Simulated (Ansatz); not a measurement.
# Ansatz 0.2.0, settings compared: Na3Sb2

Run with:

```bash
ansatz run input.yaml --threads 1 --pin off --max-ram 2560MiB --backend cpu --events-out ev --progress --plain --runs-dir out
```

Input:

```yaml
crystal:
  lattice:
    - [4.358299, 4.463256, 0.0]
    - [4.358299, -4.463256, 0.0]
    - [2.302071, 0.0, -8.467183]
  atoms:
    - { symbol: Sb, position: [0.8777, 0.31344, 0.8396] }
    - { symbol: Sb, position: [0.68656, 0.1223, 0.6604] }
    - { symbol: Sb, position: [0.1223, 0.68656, 0.1604] }
    - { symbol: Sb, position: [0.31344, 0.8777, 0.3396] }
    - { symbol: Na, position: [0.75921, 0.66429, 0.51484] }
    - { symbol: Na, position: [0.33571, 0.24079, 0.98516] }
    - { symbol: Na, position: [0.24079, 0.33571, 0.48516] }
    - { symbol: Na, position: [0.66429, 0.75921, 0.01484] }
    - { symbol: Na, position: [0.16063, 0.83937, 0.75] }
    - { symbol: Na, position: [0.83937, 0.16063, 0.25] }
  symmetry: { tolerance: 0.0003 }
kpoints:
  mp_grid: { grid: [3, 3, 2], shift: [0, 0, 0] }
magnetization:
  spin_polarized: false
scf:
  occupations: { method: fermi_dirac }
hamiltonian:
  pseudopotentials: { kind: paw }
  xc: pbe
basis:
  ecutwfc: 420
output:
  forces: true
  stress: true
  eigenvalues: true
  write_density: true
  write_potential: true
  elf: true
  volumetric_format: npy
```

Origin of the cell: a known structure type with other elements, at an estimated volume, so it need not be a known compound.

The smearing width isn't typed, so it takes its default of 0.1 eV.

Output of this run (shortened):

```
Pseudopotentials: kind: paw
Pseudopotential: Sb, paw, valence charge 15, recommended cutoff 420 eV (normal), Sb.paw.azcp
Pseudopotential: Na, paw, valence charge 9, recommended cutoff 420 eV (normal), Na.paw.azcp
Functional definition: PBE
  exchange = pbe_x(kappa = kappa, mu = beta*pi^2/3)
  correlation = pbe_c(beta = beta)
Crystal: 10 atoms, lattice volume = 329.411 Å³
Basis set: ecut = 420 eV, 6451 PW (Γ), exchange–correlation on 90×90×120 points (8 copies of the dense FFT grid, shifted against one another)
Bands: 69, of which v1, the nominal top of the filled ones, is band 57 counted from 1 (56 counted from 0)
Symmetry: 4 space group operations
Space group: C2/c (ITA 15), of the structure as read, at distance tolerance 2.1e-3 Å
k-points: 8 of 18
[… 4 lines left out …]
Initial density: superposition of atomic densities (neutral atoms: chi_scale 0, normalization atom), corrected by the library's trained network
Functional: x = pbe(κ = 0.804, μ = 0.219515), c = pbe(β = 0.066725)
SCF iter   1: F=—  HF=-34859.139362 eV  Δρ=1.60e-3  dr2=1.90e-2  defer=4
SCF iter   2: F=—  HF=-34859.135136 eV  Δρ=1.15e-3  dr2=3.87e-3  defer=7
SCF iter   3: F=—  HF=-34859.134246 eV  Δρ=6.28e-4  dr2=1.43e-3  defer=7
SCF iter   4: F=—  HF=-34859.133803 eV  Δρ=2.07e-4  dr2=9.64e-5  defer=7
SCF iter   5: F=—  HF=-34859.133621 eV  Δρ=4.95e-5  dr2=1.41e-5  defer=7
SCF iter   6: F=—  HF=-34859.133622 eV  Δρ=1.23e-5  dr2=5.93e-7  defer=7
SCF iter   7: F=-34859.133622 eV  HF=-34859.133622 eV  Δρ=4.27e-6  dr2=7.38e-8
SCF 1 converged in 7 iterations: F = -34859.133622 eV  dr2 = 7.38e-8
SCF converged after 7 iterations
Free energy (F): -34859.133622 eV
Harris-Foulkes:  -34859.133622 eV  (|F-HF|=4.14e-9)
Internal energy: -34858.953312 eV  (E = F + TS)
E sigma→0 (E₀):  -34859.043467 eV
Entropy (-TS):   -0.180310 eV (-18.031 meV/atom)
Fermi energy:    4.568606 eV
--- Per-component energies (eV) ---
  E_band       = -2254.630935
  E_kinetic    = 1552.027416
  E_local      = -15979.205291  (includes V_loc(G=0)·N_el)
  E_nonlocal   = 2141.726814
  E_hartree    = 6469.297987
  E_xc         = -785.688738
  E_vxc        = -683.124946  (∫ρ·V_xc dr)
  E_paw        = -19884.425181  (= ΣΔE_a)
  E_vpaw       = -2224.661136  (= ΣTr[D̂ρ^β])
  E_aug_tail   = -0.000192  (compensation charges beyond the density's cutoff)
  E_ewald      = -8372.686129
  E_smearing   = -0.180310  (= −TS)
  Σ components = -34859.133622   (vs F -34859.133622, Δ=0.00e0)
--- Forces (eV/Å), atoms counted from 1 ---
  atom   1  Sb     2.203183    -0.058953    -1.693306
  atom   2  Sb    -2.203183    -0.058953     1.693306
  atom   3  Sb    -2.203183     0.058953     1.693306
[… 2 lines left out …]
  atom   6  Na     0.029711     0.000201     0.013444
  atom   7  Na     0.029711    -0.000201     0.013444
  atom   8  Na    -0.029711    -0.000201    -0.013444
  atom   9  Na     0.000000     0.061084    -0.000000
  atom  10  Na     0.000000    -0.061084     0.000000
  max |Σ_I F_I| component: 6.94e-18 eV/Å
--- Stress (GPa, compression-positive) ---
        1.916081      -0.000000      -2.839135
       -0.000000      -1.635598       0.000000
       -2.839135       0.000000       0.129850
  P = ⅓ Tr σ = 0.1368 GPa (1.368 kbar)
```

The same input was run again with these changes:

1. `hamiltonian.xc` pbe → revpbe; `crystal.symmetry` { tolerance: 0.0003 } → { detect: false }
2. `basis.xc_grid` default → 4; `kpoints.mp_grid.shift` [0, 0, 0] → [0.5, 0.5, 0.5]; `scf.eigensolver.kind` default → davidson
3. `scf.algorithm` default → direct_min
4. `basis.ecutwfc` 420 → "40.4 Ry"; `scf.mixing.preconditioner` default → ldos

| run | end | SCF iterations | P (GPa) | max force component (eV/Å) | moment (μB) | ΔE(σ→0) (meV/atom) |
| --- | --- | --- | --- | --- | --- | --- |
| base | converged | 7 | 0.14 | 2.203 | – | 0 |
| 1 | converged | 8 | 0.88 | 2.255 | – | – |
| 2 | converged | 7 | 0.05 | 2.194 | – | -11.28 |
| 3 | converged | 6 | 0.14 | 2.203 | – | 0.00 |
| 4 | converged | 7 | 0.14 | 2.203 | – | -1.01 |

Energies are compared only where functional, datasets, charge and starting cell are the same.

Caveats of the base run: no spin-orbit coupling, though heavy elements are present; the k mesh is coarse if the cell is a metal.

Run 1: forces of this functional can be a tenth off on datasets made under PBE.

Time of the base run: 7.4 s on 1 thread of Intel(R) Xeon(R) 6975P-C (Granite Rapids) (shared host), peak memory 0.61 GiB, from the program's own first density.
